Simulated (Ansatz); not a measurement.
**Zr3Si: from a starting cell to a relaxed one**

The start is a relaxed Zr3Si cell shaken by Gaussian noise of σ = 0.08 Å a coordinate. A full variable-cell relaxation at zero pressure is run with r2SCAN (plane waves to 500 eV, PAW, scalar-relativistic; Ansatz, a quantum-chemistry and plane-wave program). First-step values are on the input's coarse k-mesh.

Ansatz input (later rounds restart from its end on a renewed k-mesh):
Ansatz 0.2 input:
```yaml
crystal:
  lattice:
    - [6.1022520399, 0, 0]
    - [-3.0511260199, 5.2847052868, 0]
    - [0, 0, 4.940049171]
  atoms:
    - { symbol: Zr, position: [0.8157201721, 0.6405480373, 0.2298372869] }
    - { symbol: Zr, position: [0.1799651839, 0.8209499869, 0.7169389101] }
    - { symbol: Zr, position: [0.3442223961, 0.1469618509, 0.2295042421] }
    - { symbol: Zr, position: [0.1933912141, 0.3664293261, 0.7403495305] }
    - { symbol: Zr, position: [0.8126829633, 0.1512035009, 0.2429465626] }
    - { symbol: Zr, position: [0.6667085917, 0.8308086436, 0.7401945962] }
    - { symbol: Si, position: [0.3377561208, 0.6658728581, 0.2538960825] }
    - { symbol: Si, position: [0.6415548377, 0.3274597169, 0.7330776437] }
basis: { ecutwfc: 500, ecutrho_ratio: 4, xc_grid: 4, fft_grid_basis: typed }
kpoints: { mp_grid: { grid: [5, 5, 5] } }
hamiltonian:
  xc: r2scan
  dispersion: none
  pseudopotentials: { kind: paw }
scf: { occupations: { method: fermi_dirac, width: 0.05 } }
relax: { f_tol: 0.01, max_steps: 100, cell: { stress_tol: 0.02 } }
output: { forces: true, stress: true }
```

### Question
How much energy is released per atom?

### Answer
0.05 eV/atom.

### Question
Is the parent structure recovered?

### Answer
It does not go back: it reaches Cmcm (No. 63), 0.02 eV/atom below the parent.

### Question
How do the shortest distances between atoms change?

### Answer
The closest pairs of elements (up to four, under 3.6 Å), start → end: Zr–Zr 2.82 → 2.91 Å; Si–Zr 2.82 → 2.94 Å.

### Question
Give the final cell and atomic positions.

### Answer

```cif
data_Si4Zr12
_chemical_formula_sum 'Zr12 Si4'
_space_group_name_H-M_alt 'Cmcm'
_space_group_IT_number 63
_space_group_name_Hall '-C 2c 2'
_cell_length_a 5.83782
_cell_length_b 11.05541
_cell_length_c 4.92640
_cell_angle_alpha 90.000
_cell_angle_beta 90.000
_cell_angle_gamma 90.000
loop_
_atom_site_label
_atom_site_type_symbol
_atom_site_symmetry_multiplicity
_atom_site_Wyckoff_symbol
_atom_site_fract_x
_atom_site_fract_y
_atom_site_fract_z
_atom_site_occupancy
Zr1 Zr 4 c 0.00000 0.19200 0.25000 1
Zr2 Zr 8 g 0.24933 0.42680 0.25000 1
Si1 Si 4 c 0.00000 0.66275 0.25000 1
```
(The calculation used a cell of 8 atoms; values per cell refer to that cell.)

Final values are on a 9×9×10 k-mesh of the relaxed cell. No spin polarisation in the result.

Of the parent cell (P6₃/mmc (No. 194)): The first start was generated by placing the elements on the sites of a structure type. Materials Project lists a structure of Zr3Si in the same space group, P6₃/mmc (No. 194); the sites were not compared with it, nor with measured phases.

The relaxed structure here is a generated cell of Zr3Si: the first start was made by placing the elements on the sites of a structure type, and the end was not matched to a known phase here, so it may be hypothetical.
